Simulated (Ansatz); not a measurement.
A single-point calculation of CsSnI3 built on the cubic perovskite prototype with Ansatz, at the level r2SCAN. The cell was relaxed with r2SCAN and then strained (isotropic -3.0 % on every length), with the atoms relaxed again with r2SCAN; k points keep the names of the unstrained zone.

The input:
```yaml
crystal:
  lattice:
    - [6.0542459837, 0.0, 0.0]
    - [0.0, 6.0542459837, 0.0]
    - [0.0, 0.0, 6.0542459837]
  atoms:
    - { symbol: Cs, position: [0.0, 0.0, 0.0] }
    - { symbol: Sn, position: [0.5, 0.5, 0.5] }
    - { symbol: I, position: [0.5, 0.5, 0.0] }
    - { symbol: I, position: [0.5, 0.0, 0.5] }
    - { symbol: I, position: [0.0, 0.5, 0.5] }
kpoints:
  mp_grid: { grid: [4, 4, 4] }
  band_path:
    path: [[0.0, 0.0, 0.0], [0.0, 0.5, 0.0], [0.5, 0.5, 0.0], [0.5, 0.5, 0.5]]
    npoints: 1
hamiltonian:
  xc: r2scan
scf:
  occupations: { method: fermi_dirac, width: 0.02 }
  n_extra_bands: 5
output:
  forces: true
  stress: true
  eigenvalues: true
  write_density: true
  write_potential: true
  elf: true
  volumetric_format: npy
```

Run as `ansatz run input.yaml --threads 2 --pin off --max-ram 29491MiB --backend cpu --events-out ev --progress --plain --runs-dir out`. Wall time 6.6 s on 2 threads of AMD EPYC 7R13 Processor (Zen 3), on a shared host; peak host memory 1.1 GiB.

Question: What will the output look like, and what does it show?

Answer: The output, standing remarks left out:
```
Pseudopotential: Cs, paw, valence charge 9, recommended cutoff 500 eV (meta_gga)
Pseudopotential: Sn, paw, valence charge 14, recommended cutoff 500 eV (meta_gga)
Pseudopotential: I, paw, valence charge 17, recommended cutoff 500 eV (meta_gga)
Functional definition: r2SCAN
Crystal: 5 atoms, lattice volume = 221.912 Å³
Basis set: ecut = 500 eV, 5575 PW (Γ)
Bands: 42, of which v1, the nominal top of the filled ones, is band 37 counted from 1 (36 counted from 0)
Symmetry: 48 space group operations
Space group: Pm-3m (ITA 221)
k-points: 10 of 64
preconditioner: auto → Resta (q_TF=auto, 2.272 Å⁻¹)  ε∞=3.0  [σ=0.020 eV  ℏωp=14.1 eV]
SCF converged after 7 iterations
Free energy (F): -34313.718436 eV
Internal energy: -34313.717241 eV  (E = F + TS)
E sigma→0 (E₀):  -34313.717839 eV
Entropy (-TS):   -0.001195 eV (-0.239 meV/atom)
Fermi energy:    6.485290 eV
--- Stress (GPa, compression-positive) ---
        1.942545       0.000000       0.000000
        0.000000       1.942545       0.000000
        0.000000       0.000000       1.942545
  P = ⅓ Tr σ = 1.9425 GPa (19.425 kbar)
```
Only the leading digits can be foreseen; the rest is this run's record.

The file bands.tsv (bands near the Fermi energy, numbered from 0, rounded):
```tsv
# k_distance	band_32	band_33	band_34	band_35	band_36	band_37	band_38	band_39	band_40
# fermi_ev = 6.485290
# [0, 0, 0] at k_distance = 0.000000
# [0, 0.5, 0] at k_distance = 0.518907
# [0.5, 0.5, 0] at k_distance = 1.037815
# [0.5, 0.5, 0.5] at k_distance = 1.556722
# levels_relative_to = fermi_ev
0.000	-3.219	-3.219	-3.010	-3.010	-3.010	2.103	2.693	2.693	3.084
0.519	-3.488	-3.415	-3.169	-3.169	-2.048	0.824	3.750	3.759	3.949
1.038	-3.576	-3.576	-3.372	-2.526	-1.024	0.505	0.505	4.099	4.109
1.557	-3.361	-2.508	-2.508	-2.508	-0.006	0.036	0.036	0.036	2.819
```
In order the rows are Γ, X, M, R.

Planar averages along the third cell vector, from rho_z.tsv and v_z.tsv (valence density with its augmentation; electrostatic potential energy of an electron, of which only differences have a meaning):
```csv
z (Å),ρ (e/Å³),v_es (eV)
0.00,0.570,3.53
0.13,0.541,3.52
0.40,0.360,3.68
0.54,0.265,4.03
0.81,0.153,5.57
0.94,0.118,6.60
1.21,0.070,8.09
1.35,0.060,8.40
1.48,0.059,8.51
1.75,0.079,8.13
1.88,0.102,7.54
2.15,0.182,5.19
2.29,0.247,3.89
2.42,0.357,3.02
2.69,0.817,2.94
2.83,1.073,3.37
3.09,1.230,3.69
3.23,1.073,3.37
3.50,0.553,2.73
3.63,0.357,3.02
3.77,0.247,3.89
4.04,0.136,6.54
4.17,0.102,7.54
4.44,0.065,8.43
4.57,0.059,8.51
4.71,0.060,8.40
4.98,0.089,7.50
5.11,0.118,6.60
5.38,0.198,4.67
5.52,0.265,4.03
5.79,0.463,3.54
5.92,0.541,3.52
```

r2SCAN gives a direct gap of 0.04 eV at R. (This is within a few times the smearing of 0.02 eV, so the filling near the edges can be smeared.) Edges are sought over the mesh and the listed points. The mean pressure is +1.94 GPa (compression positive), so r2SCAN would enlarge the cell's volume.

No spin polarisation and no zero-point or thermal motion; the cell was built from a prototype and may be hypothetical.

Spin-orbit coupling is left out, which matters wherever the heavy atoms make up the band edges.

Gaps or overlaps of about a tenth of an eV are at the limit of these meshes: between the points read a gap can be smaller or closed.
